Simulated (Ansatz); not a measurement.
V$_{2}$SiN:
Space group P6₃/mmc (No. 194); a = 2.9301 Å, b = 2.9301 Å, c = 12.0657 Å, α = 90.00°, β = 90.00°, γ = 120.00°

| atom | site | symmetry | x | y | z |
|---|---|---|---|---|---|
| V | 4f | 3m. | 0.3333 | 0.6667 | 0.0896 |
| Si | 2d | -6m2 | 0.6667 | 0.3333 | 0.2500 |
| N | 2a | -3m. | 0.0000 | 0.0000 | 0.0000 |

Relaxed at zero pressure with PBE in the plane-wave PAW code Ansatz.

The volume is lowered by 3 % and shape and atoms relax at that volume. What pressure results, and how do the axes share the change?

6.7 GPa; a -1.2 %, b -1.2 %, c -0.6 %; the energy rises by 7 meV/atom.

Give the new structure.


Space group P6₃/mmc (No. 194); a = b = 2.8942 Å, c = 11.9957 Å, α = β = 90.00°, γ = 120.00°

| atom | site | symmetry | x | y | z |
|---|---|---|---|---|---|
| V | 4f | 3m. | 0.3333 | 0.6667 | 0.0905 |
| Si | 2d | -6m2 | 0.6667 | 0.3333 | 0.2500 |
| N | 2a | -3m. | 0.0000 | 0.0000 | 0.0000 |

The phase is kept; no other phase was compared at this pressure.

Space group P6_3/mmc. The start of the workflow was typed in or built on a structure type; neither database checked (COD, Materials Project) lists it. Its standing as an ambient phase is unchecked. The PBE relaxation kept the symmetry of its start; whether a distortion lowers the energy is not shown. The workflow began spin-polarised and lost its moments.

Potentials: the earlier of the program's two PAW sets.
